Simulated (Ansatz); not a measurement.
Values for one crystal, relaxed and computed with DFT-r²SCAN in the program Ansatz with PAW potentials; other levels are named.

```yaml
volume_per_atom: 22.13 Å³
electronic_character: metallic (no gap)
Formation energy from the elements (no fitted shifts): -0.75 eV/atom
Bulk modulus (Birch–Murnaghan fit): 91.5 GPa
Pressure derivative B′: 4.7
Density of states at the Fermi level: 0.79 states/eV per atom (mean over ±0.08 eV)
```

Question: Pick the material that matches.
A. YCu2, Imma (Y on 4e, Cu on 8h)
B. TiPd2, Immm (Ti on 2a, Pd on 4i)
C. YTlPd, P-62m (Pd on 1b, Tl on 3f, Pd on 2c, Y on 3g)
D. La3Tl, Cu3Au type

Answer: C, YTlPd, P-62m (Pd on 1b, Tl on 3f, Pd on 2c, Y on 3g)

The workflow started from an entry of the Crystallography Open Database (COD). Its standing as an ambient phase is unchecked. The cell was relaxed with r²SCAN under the symmetry of its start; its stability against distortions is not shown here. The run is not spin-polarised. The references are the lowest solids computed at this level, not always the standard phases. Spin–orbit coupling is left out wherever it is not named.

Potentials: the later of the program's two PAW sets.
